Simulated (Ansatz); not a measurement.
# Guessed and relaxed cells of Mg2Si3N

The cell of Mg2Si3N is invented: random cell by space group and Wyckoff sites (Pmmm, No. 47). The dimensions are guesses.

start.cif

```cif
data_structure
_symmetry_space_group_name_H-M 'P 1'
_symmetry_Int_Tables_number 1
_cell_length_a 4.1707
_cell_length_b 4.2693
_cell_length_c 5.5763
_cell_angle_alpha 90.000
_cell_angle_beta 90.000
_cell_angle_gamma 90.000
_cell_volume 99.29
loop_
_atom_site_label
_atom_site_type_symbol
_atom_site_fract_x
_atom_site_fract_y
_atom_site_fract_z
_atom_site_occupancy
Mg1 Mg 0.50000 0.50000 0.27397 1
Mg2 Mg 0.50000 0.50000 0.72603 1
Si1 Si 0.00000 0.50000 0.50000 1
Si2 Si 0.00000 0.50000 0.00000 1
Si3 Si 0.50000 0.00000 0.00000 1
N1 N 0.50000 0.00000 0.50000 1
```

All numbers below come from DFT PBE, scalar-relativistic, plane waves, PAW in Ansatz. Cutoff 420 eV, Gaussian smearing, Γ-centred meshes. Cell and atoms relax first on a coarse mesh and then on a finer one. In between, the cell is made exact in the group found at 0.06 Å. In metals the finer mesh still leaves noise of several meV/atom or more. The steps can't lower the symmetry of their start. No spin polarisation in the relaxation; trial moments died out in a coarse test.

end.cif

```cif
data_structure
_symmetry_space_group_name_H-M 'P 1'
_symmetry_Int_Tables_number 1
_cell_length_a 3.0458
_cell_length_b 4.0483
_cell_length_c 7.8376
_cell_angle_alpha 90.000
_cell_angle_beta 90.000
_cell_angle_gamma 90.000
_cell_volume 96.64
loop_
_atom_site_label
_atom_site_type_symbol
_atom_site_fract_x
_atom_site_fract_y
_atom_site_fract_z
_atom_site_occupancy
Mg1 Mg 0.50000 0.50000 0.29450 1
Mg2 Mg 0.50000 0.50000 0.70550 1
Si1 Si 0.50000 0.00000 0.50000 1
Si2 Si 0.50000 0.00000 0.00000 1
Si3 Si 0.00000 0.50000 0.00000 1
N1 N 0.00000 0.50000 0.50000 1
```

The symmetry stays Pmmm (No. 47). The volume per atom shrinks by 2.7 %, from 16.5 to 16.1 Å³. The shortest distance goes from 2.44 Å (Mg–Si) to 2.22 Å (Mg–N). The energy falls by about 0.56 eV/atom (the start's value is from the coarse mesh). The end is written in a standard setting, so origin, axes and order of atoms can differ from the start's.

```
Volume per atom                            : 16.11 Å³
Density                                    : 2.52 g/cm³
Energy over the elements                   : +0.38 eV/atom
Gap on the 12×10×6 mesh of the 6-atom cell : 0 eV (a metal)
```

Formation energies are uncorrected and refer to the elements' standard structures at the same level (N₂ as a molecule). The separate elements lie lower, so it is unstable against them.

The last run used Gaussian smearing of 0.10 eV. Symmetry constrained the relaxation, so the result can be a saddle point. In all, the 4 runs took 7.9 min on 1 thread of AMD EPYC (Zen 3) (shared host). Another cell of Mg2Si3N relaxed alike, in Cmmm, lies 136 meV/atom lower, so this cell isn't the stable form at this level.
